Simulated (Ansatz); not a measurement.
## Structure relaxation, SnO

The start is a generated trial cell of SnO in the h-BN structure type. The cell and all atomic positions are relaxed at zero pressure with r2SCAN (plane waves to 500 eV, PAW, scalar-relativistic; Ansatz, a quantum-chemistry and plane-wave program). First-step values are on the input's coarse k-mesh.

Ansatz input (later rounds restart from its end on a renewed k-mesh):
Ansatz 0.2 input:
```yaml
crystal:
  lattice:
    - [3.527162, 0, 0]
    - [-1.763581, 3.0546119, 0]
    - [0, 0, 9.383077]
  atoms:
    - { symbol: Sn, position: [0.33333333, 0.66666667, 0.25] }
    - { symbol: Sn, position: [0.66666667, 0.33333333, 0.75] }
    - { symbol: O, position: [0.33333333, 0.66666667, 0.75] }
    - { symbol: O, position: [0.66666667, 0.33333333, 0.25] }
basis: { ecutwfc: 500, ecutrho_ratio: 4, xc_grid: 4, fft_grid_basis: typed }
kpoints: { mp_grid: { grid: [8, 8, 3] } }
hamiltonian:
  xc: r2scan
  dispersion: none
  pseudopotentials: { azcp: { folder: ./paw }, kind: paw }
scf: { occupations: { method: fermi_dirac, width: 0.05 } }
relax: { f_tol: 0.01, max_steps: 100, cell: { stress_tol: 0.02 } }
output: { forces: true, stress: true }
```

How large is the pressure on the unrelaxed cell, and of which sign?

+15.3 GPa (positive: the cell is compressed).

How does the volume per atom move from start to end?

-24.2 %, from 25.27 to 19.15 Å³/atom.

How do the shortest distances between atoms change?

The closest pairs of elements (up to four, under 3.6 Å), start → end: O–Sn 2.04 → 2.38 Å; Sn–Sn 3.53 → 3.52 Å; O–O 3.53 → 3.52 Å.

What band gap does the relaxed structure have at this level?

0.58 eV, direct at H (no spin-orbit coupling).

What does it relax into? Give the structure.


```cif
data_O2Sn2
_chemical_formula_sum 'Sn2 O2'
_space_group_name_H-M_alt 'P63/mmc'
_space_group_IT_number 194
_space_group_name_Hall '-P 6c 2c'
_cell_length_a 4.12621
_cell_length_b 4.12621
_cell_length_c 5.19504
_cell_angle_alpha 90.000
_cell_angle_beta 90.000
_cell_angle_gamma 120.000
loop_
_atom_site_label
_atom_site_type_symbol
_atom_site_symmetry_multiplicity
_atom_site_Wyckoff_symbol
_atom_site_fract_x
_atom_site_fract_y
_atom_site_fract_z
_atom_site_occupancy
Sn1 Sn 2 c 0.33333 0.66667 0.25000 1
O1 O 2 d 0.66667 0.33333 0.25000 1
```

The space group stays P6₃/mmc (No. 194) (the run could not lower it), with 4 atoms in the primitive cell. Final values are on a 9×9×7 k-mesh of the relaxed cell. No spin polarisation in the result.

The run could not lower the symmetry of its start; a shaken copy of this end point relaxes with r2SCAN to P2₁/m (No. 11), 496 meV/atom lower.

The relaxed structure here is a generated cell of SnO: the first start was made by placing the elements on the sites of a structure type, and the end was not matched to a known phase here, so it may be hypothetical. Known forms of SnO include space group No. 129.
